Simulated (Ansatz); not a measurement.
TaC:
```cif
data_CTa
_chemical_formula_sum 'C1 Ta1'
_space_group_name_H-M_alt 'P 1'
_space_group_IT_number 1
_cell_length_a 3.12096
_cell_length_b 3.12096
_cell_length_c 3.12096
_cell_angle_alpha 60.000
_cell_angle_beta 60.000
_cell_angle_gamma 60.000
loop_
_space_group_symop_operation_xyz
  'x, y, z'
loop_
_atom_site_label
_atom_site_type_symbol
_atom_site_fract_x
_atom_site_fract_y
_atom_site_fract_z
_atom_site_occupancy
C1 C 0.00000 0.00000 0.00000 1
Ta1 Ta 0.50000 0.50000 0.50000 1
```

Relaxed with LDA.

### Question
Decompose the optical modes at the zone centre into irreducible representations, and say which are infrared and Raman allowed.

### Answer
Point group m-3m: Γ_opt = T1u. Infrared: T1u. Raman: none.

### Question
Assign frequencies (DFPT, the program Ansatz at the LDA level (PAW)).

### Answer
T1u 571 cm⁻¹.

Space group Fm-3m (rock salt). The LDA relaxation kept the symmetry of its start; of distortions, only those at the zone centre were tested. No spin polarisation was allowed. As this level gives no gap, phonon frequencies hold no LO–TO term and depend on the k-mesh and smearing (Fermi–Dirac, 0.1 eV here). Spin–orbit coupling is left out wherever it is not named.

Potentials: the later of the program's two PAW sets.
